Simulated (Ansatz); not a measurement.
Slab of bcc Cr (111), 7 layers

The slab is cut from the bcc crystal, the stable phase, as relaxed on PAW files (11.56 Å³/atom), with 16 Å of vacuum and a dipole correction:

```
CELL_PARAMETERS angstrom
4.02837 0.00000 0.00000
-2.01419 3.48867 0.00000
0.00000 0.00000 20.93370
ATOMIC_POSITIONS crystal
Cr 0.00000 0.00000 0.38216
Cr 0.33333 0.66667 0.42144
Cr 0.66667 0.33333 0.46072
Cr 0.00000 0.00000 0.50000
Cr 0.33333 0.66667 0.53928
Cr 0.66667 0.33333 0.57856
Cr 0.00000 0.00000 0.61784
```

Computed with Ansatz 0.2.0; functional PBE, scalar-relativistic. Settings: a Γ-centred 10×10×1 k mesh, Fermi–Dirac smearing of 0.08 eV, spin-polarised from start moments Cr1 2, Cr2 2, Cr3 2, Cr4 2, Cr5 2, Cr6 2, Cr7 2 μB. Methods: LAPW: all electrons, basis error target 1 meV/atom; PAW: frozen-core files, cutoff 420 eV.

The bulk energy comes from a cell in the slab's orientation on a 10×10×13 mesh. The surface energy is (E(slab) − N·E(bulk))/2A at zero smearing, the mean of both faces; thin slabs carry quantum-size effects.

Antiferromagnetic order, which Cr and Mn prefer near zero pressure, wasn't tried. The magnetic state is the one reached from the start moments; other orders weren't searched.

Question: As cut, the LAPW slab lies 5.981 eV above 7 atoms of bulk. What surface energy is that?

Answer: Over two faces of 14.05 Å² it is 212.8 meV/Å², and times 16.02 J/m² per eV/Å² that gives γ = 3.409 J/m².

Question: What do relaxation and the other method give, and what work function comes out?

Answer: 

```json
{"method": "LAPW", "γ as cut (J/m²)": "3.409", "γ relaxed (J/m²)": "3.372", "Φ as cut (eV)": "3.91", "Φ relaxed (eV)": "3.92"}
{"method": "PAW", "γ as cut (J/m²)": "3.409", "γ relaxed (J/m²)": "3.372", "Φ as cut (eV)": "3.91", "Φ relaxed (eV)": "3.92"}
```

Question: How do the spacings between the planes relax (positions relaxed on PAW files)?

Answer: From the bottom face up: d12 +2.2 % of 0.822 Å, d23 -12.4 % of 0.822 Å, d34 +5.1 % of 0.822 Å, d45 +5.1 % of 0.822 Å, d56 -12.4 % of 0.822 Å, d67 +2.2 % of 0.822 Å.

Question: How do the moments vary through the slab?

Answer: Cr1 2.29, Cr2 -1.74, Cr3 1.08, Cr4 -1.39, Cr5 1.08, Cr6 -1.74, Cr7 2.29 μB in the LAPW spheres; the bulk has Cr 0.00 μB.
